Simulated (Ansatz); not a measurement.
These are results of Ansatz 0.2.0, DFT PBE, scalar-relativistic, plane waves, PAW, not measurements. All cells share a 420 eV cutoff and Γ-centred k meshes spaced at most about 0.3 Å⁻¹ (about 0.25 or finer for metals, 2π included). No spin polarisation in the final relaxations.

Temperature and zero-point effects are left out.

Compare these two cells of ZnCd₂Se₂S, each relaxed at this level.

A. Space group P-3m1 (No. 164), trigonal, a = 4.010 Å, c = 10.939 Å. Zn is surrounded by 6 Se at 2.77 Å and 2 Cd at 3.12 Å; around Cd lie 1 S at 2.35 Å, 3 Se at 2.82 Å and 1 Zn at 3.12 Å; Se is surrounded by 3 Zn at 2.77 Å and 3 Cd at 2.82 Å; around S lie 2 Cd at 2.35 Å.

B. Space group P-3m1 (No. 164), trigonal, a = 3.903 Å, c = 9.641 Å. Zn has 6 Se at 2.70 Å; Cd has 3 S at 2.75 Å and 3 Se at 2.85 Å; around Se lie 3 Zn at 2.70 Å and 3 Cd at 2.85 Å; S is surrounded by 6 Cd at 2.75 Å.

**Question.** Which is lower in energy, and by how much?

**Answer.** B is lower, by 288 meV/atom. A has space group P-3m1 (No. 164), 25.4 Å³/atom and no gap on its mesh; B has space group P-3m1 (No. 164), 21.2 Å³/atom and no gap. Counting S or Se atoms around Cd and Zn (for each partner element, those within 1.25 times its shortest distance or 1.15 times the sum of covalent radii, where it is the nearest in units of that sum or under 1.3), A has Zn 6, Cd 4 and B has Zn 6, Cd 6. The denser one is the lower, and pressure would at first widen the difference. Both come from invented guesses.

The zero gap of P-3m1 at 21.2 Å³/atom may come from the functional, which often closes small gaps. Cells relaxed within their symmetry can be saddle points.
